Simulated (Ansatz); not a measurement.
Data:

Al (fcc, Cu type)

```
Al
1.0
    3.99199     0.00000     0.00000
    0.00000     3.99199     0.00000
    0.00000     0.00000     3.99199
Al
4
Direct
  0.00000   0.00000   0.00000
  0.50000   0.50000   0.00000
  0.50000   0.00000   0.50000
  0.00000   0.50000   0.50000
```

In this cell atom 3 (Al, nearest neighbour Al at 2.823 Å; its periodic images, 4.0 Å or more away, move with it) is moved by s along Cartesian [111], unit vector (0.577, 0.577, 0.577); all other atoms and the cell stay fixed.

All values below come from r2SCAN (plane waves to 500 eV, PAW, scalar-relativistic; Ansatz, a quantum-chemistry and plane-wave program). k mesh 9×9×9 (Γ-centred), Fermi-Dirac smearing 0.05 eV. E stands for the smeared free energy. With partly filled bands, energies and forces of such displacements shift with the k mesh and the smearing. On this mesh the relaxed cell isn't quite at rest: it carries a pressure of 0.3 GPa (compression positive) at the zero of the scan. Al was relaxed with its symmetry unable to fall. ΔE is measured from the undisplaced structure.

The scan covers s from -0.560 to 0.560 Å in 11 points.

Task: Is this a single well or a double well?

Result: A single well with its minimum at or next to zero displacement.

Task: Is the energy the same for equal positive and negative displacements?

Result: Even: the same for both signs. With its periodic images moving along, the atom's site symmetry in this cell is m-3m.

Task: What is the energy change at s = 0.560 Å?

Result: 1049 meV/cell.

Task: What force acts on the atom along the line at s = -0.560 Å?

Result: 4.36 eV/Å.

Task: What is the force constant k = d²E/ds² of this move at s = 0?

Result: 5.48 eV/Å².

(For displaced atoms, the force is minus the slope of the energy, and its curvature is a force constant, which sets phonon frequencies.)
